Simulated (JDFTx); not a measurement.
Part of a log of a modified build of JDFTx for cyclopentadiene, C5H6 (SMILES C1=CCC=C1), charge 0, multiplicity 1 (PBE, GBRV ultrasoft potentials, plane waves to 20/100 Ha):

```
unit cell volume = 12777.1
Chosen fftbox size, S = [  112  120  96  ]
unit cell volume = 12777.1
Chosen fftbox size, S = [  100  108  84  ]
  'C' pseudopotential, 'SLA  PW   PBE  PBE' functional
  4 valence electrons, 2 orbitals, 4 projectors, 721 radial grid points, with lMax = 1
  'H' pseudopotential, 'SLA  PW   PBX  PBC' functional
  1 valence electrons, 1 orbitals, 2 projectors, 615 radial grid points, with lMax = 0
Initialized 2 species with 11 total atoms.
Folded 1 k-points by 1x1x1 to 1 k-points.
nElectrons:  26.000000   nBands: 13   nStates: 1
average nbasis = 54543.000 , ideal nbasis = 54584.864
Correction to mu due to finite nuclear width = -0.00201902
   Cavity determined by rhoMin: 0.0001  rhoMax: 0.005
   Effective cavity tension: 7.38651e-06 Eh/bohr^2 and pressure: 0 Eh/bohr^3 to account for cavitation and dispersion.
[...]
	Linear fluid (dielectric constant: 78.4, screening length: 5.74355 Bohr) occupying 0.926164 of unit cell:	Completed after 23 iterations
[... later lines of the fluid solver are left out ...]
ElecMinimize: Iter:   0  Etot: -32.040578328755160  |grad|_K:  2.398e-05  alpha:  1.000e+00
ElecMinimize: Iter:   1  Etot: -32.041051459418043  |grad|_K:  1.087e-05  alpha:  1.160e+00  linmin: -3.271e-03
ElecMinimize: Iter:   2  Etot: -32.041140214580913  |grad|_K:  5.611e-06  alpha:  1.058e+00  linmin:  4.695e-04
ElecMinimize: Iter:   3  Etot: -32.041164603287335  |grad|_K:  2.990e-06  alpha:  1.093e+00  linmin: -4.421e-03
ElecMinimize: Iter:   4  Etot: -32.041171766949702  |grad|_K:  1.491e-06  alpha:  1.125e+00  linmin: -5.373e-03
ElecMinimize: Iter:   5  Etot: -32.041173617015843  |grad|_K:  6.990e-07  alpha:  1.168e+00  linmin: -1.402e-02
ElecMinimize: Iter:   6  Etot: -32.041174033102678  |grad|_K:  3.392e-07  alpha:  1.188e+00  linmin: -1.780e-02
ElecMinimize: Iter:   7  Etot: -32.041174089871305  |grad|_K:  2.021e-07  alpha:  8.277e-01  linmin: -1.687e-01
ElecMinimize: Iter:   8  Etot: -32.041174124074303  |grad|_K:  1.306e-07  alpha:  1.035e+00  linmin:  5.875e-05
ElecMinimize: Converged (|Delta Etot|<1.000000e-07 for 2 iters).

# Energy components:
   A_diel =       -0.0015869505472106
   Eewald =       42.1478305828908333
       EH =       66.3492230851344686
     Eloc =     -152.7229643889145052
      Enl =        3.8761404598074543
      Exc =      -11.2021376827955628
 Exc_core =        0.1683798518325884
       KE =       19.3439409185176387
-------------------------------------
     Etot =      -32.0411741240743027


	eMin: -0.784365 at state 0 ( [ +0.000000 +0.000000 +0.000000 ] spin 0 )
	HOMO: -0.197417 at state 0 ( [ +0.000000 +0.000000 +0.000000 ] spin 0 )
```

Which solvation model was used?
(A) SCCS (g03 parameters)
(B) linear PCM without cavity terms (LA12)
(C) soft-sphere model
(D) CANDLE

A, SCCS (g03 parameters). The liquid was water (dielectric constant 78.4), 1 M NaCl.
